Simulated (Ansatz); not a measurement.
Relaxed-ion elastic tensor of Al2O3 (bixbyite, space group No. 206) in GPa (Voigt order), r²SCAN in the plane-wave PAW code Ansatz; density 3.86 g/cm³, 8.77 Å³ per atom.

```json
[
 {"": "1", "1": "448", "2": "129", "3": "129", "4": "0.0", "5": "0.0", "6": "0.0"},
 {"": "2", "1": "129", "2": "448", "3": "129", "4": "0.0", "5": "0.0", "6": "0.0"},
 {"": "3", "1": "129", "2": "129", "3": "448", "4": "0.0", "5": "0.0", "6": "0.0"},
 {"": "4", "1": "0.0", "2": "0.0", "3": "0.0", "4": "131", "5": "0.0", "6": "0.0"},
 {"": "5", "1": "0.0", "2": "0.0", "3": "0.0", "4": "0.0", "5": "131", "6": "0.0"},
 {"": "6", "1": "0.0", "2": "0.0", "3": "0.0", "4": "0.0", "5": "0.0", "6": "131"}
]
```

Task: Is the crystal mechanically stable?

Result: Yes: the smallest eigenvalue of C is 131 GPa.

Task: Work out the Voigt, Reuss and Hill averages.

Result: K_V = 235, K_R = 235, K_H = 235; G_V = 143, G_R = 141, G_H = 142 GPa.

Task: Give Young's modulus, Poisson's ratio, Pugh's ratio and the universal anisotropy index.

Result: E = 9KG/(3K + G) = 355 GPa; ν = 0.25; K/G = 1.65 (near the Pugh limit of 1.75, no verdict); A_U = 5G_V/G_R + K_V/K_R − 6 = 0.04.

Task: Estimate the sound speeds and the Debye temperature.

Result: v_l = √((K + 4G/3)/ρ) = 10500 m/s, v_t = √(G/ρ) = 6070 m/s, mean 6730 m/s; Θ = (h/k)(3n/4πV)^(1/3) v_m = 972 K.

Task: Give the Zener ratio and Young's modulus along [100], [110] and [111].

Result: A = 2C44/(C11 − C12) = 0.82; 1/E = S11 − 2(S11 − S12 − S44/2)Γ with Γ = 0, 1/4, 1/3 gives 390, 345, 332 GPa.

Space group Ia-3 (bixbyite). The cell is a constructed one: a structure type filled with these elements; the Crystallography Open Database copy checked does not list it. It is not the phase usual at ambient conditions (space group No. 167). The cell was relaxed with r²SCAN under the symmetry of its start; of distortions, only those at the zone centre were tested.

Potentials: the later of the program's two PAW sets.
